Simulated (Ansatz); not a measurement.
**AgB2: all-electron results**

```
Ag B
1.0
     3.00000    0.00000    0.00000
    -1.50000    2.59808    0.00000
     0.00000    0.00000    3.24000
Ag B
1 2
Direct
  0.00000 0.00000 0.00000
  0.33333 0.66667 0.50000
  0.66667 0.33333 0.50000
```

Atom numbers follow the list: Ag1, B2, B3.

Conventional cell: a = 3.000 Å, b = 3.000 Å, c = 3.240 Å, α = 90.00°, β = 90.00°, γ = 120.00°. Ag (atom 1) has 12 B at 2.37 Å as nearest neighbours. B (atom 2) has 3 B at 1.73 Å as nearest neighbours.

The cell comes from COD entry 1509214, which wasn't checked; take it as a given geometry.

All numbers are computed: DFT, PBEsol, all-electron LAPW, scalar-relativistic (Ansatz 0.2.0); DFT, PBEsol, PAW with Ansatz's default frozen-core files, scalar-relativistic (Ansatz 0.2.0).

For LAPW: a Γ-centred 16×16×13 k mesh, Fermi–Dirac smearing of 0.05 eV, basis error target 1 meV/atom, no spin polarisation. PAW takes a cutoff of 420 eV at this cell (files made with PBE, cores remade for this functional). The Ansatz runs share mesh, smearing and spin set-up. Values come from LAPW unless marked.

```
Pressure at this cell                                                                                                  : 46.8 GPa
Band gap                                                                                                               : none: with an odd electron count and no spin polarisation the bands can't all be full, a metal in this set-up (in compounds, spin order or a distortion in a larger cell can open a gap)
Stress xx, yy, zz (compression positive)                                                                               : 36.31, 36.31, 67.75 GPa
Density of states at the Fermi level (0.2 eV bin)                                                                      : 1.68 states/eV per cell
Löwdin charges (with 0.05 e of the cell spilling out of the atomic basis, so their sizes and signs hang on that basis) : Ag1 1.14, B2 -0.55 e
Bader charges (from the PAW run)                                                                                       : Ag1 +0.36, B2 -0.18 e
Volume per atom                                                                                                        : 56.8 bohr³
```
